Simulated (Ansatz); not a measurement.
## Ge: an elastic constant from a strain scan

Computed with DFT r2SCAN, scalar-relativistic, plane waves, PAW in Ansatz 0.2.0. The runs took a 500 eV cutoff, a Γ-centred 10×10×10 mesh and Gaussian smearing (0.05 eV). No spin polarisation. Energies are free energies at this smearing, counted from the undisturbed cell; pressure is positive in compression.

The undisturbed cell (as given, not relaxed at this level; it stands at 0.7 GPa):

```
Ge
1.0
     0.00000    2.82877    2.82877
     2.82877    0.00000    2.82877
     2.82877    2.82877    0.00000
Ge
2
Direct
  0.50000 0.50000 0.50000
  0.75000 0.75000 0.75000
```

The cell is strained by ε times the Voigt pattern (1, -1, 0, 0, 0, 0) (xx, yy, zz, yz, xz, xy; engineering shear) with fractional coordinates fixed. The cell holds 2 atoms in V0 = 45.27 Å³. The stress column is τ = (1/V0) dE/dε, got from the stress tensor σ (compression positive) at each point as −det(1 + εP) σ : P(1 + εP)⁻¹, with P the pattern as a tensor.

```csv
ε,ΔE (meV/atom),τ (GPa)
-0.0175,3.628,-2.937
-0.0150,2.664,-2.518
-0.0125,1.850,-2.099
-0.0100,1.182,-1.679
-0.0075,0.664,-1.260
-0.0050,0.293,-0.840
-0.0025,0.071,-0.420
0.0000,0.000,0.000
0.0025,0.071,0.420
0.0050,0.293,0.840
0.0075,0.664,1.260
0.0100,1.182,1.679
0.0125,1.850,2.099
0.0150,2.664,2.518
0.0175,3.628,2.937
0.0200,?,?
```

Problem. Which combination of elastic constants does this scan measure, and how large is it?

Solution. For small ε, τ = τ0 + Kε with K = pᵀCp, which for this pattern is 2(C11 − C12) in the cubic axes. The parabola through τ at ε = -0.0025, 0 and 0.0025 has slope K = 168 GPa at zero. The energies per cell, E = NΔE, of the wider pair ε = ±0.0175 give K = 2[E(ε₊)/ε₊ − E(ε₋)/ε₋]/[(ε₊ − ε₋)V0] = 168 GPa, in agreement.

Problem. Predict the withheld row at ε = 0.0200 from the harmonic law, and compare.

Solution. ΔE = V0(τ0 ε + Kε²/2)/N = 4.746 meV/atom and τ = 3.36 GPa. The calculation gives 4.740 meV/atom and 3.36 GPa, a miss of 0.01 meV/atom at most, so the harmonic law still holds here.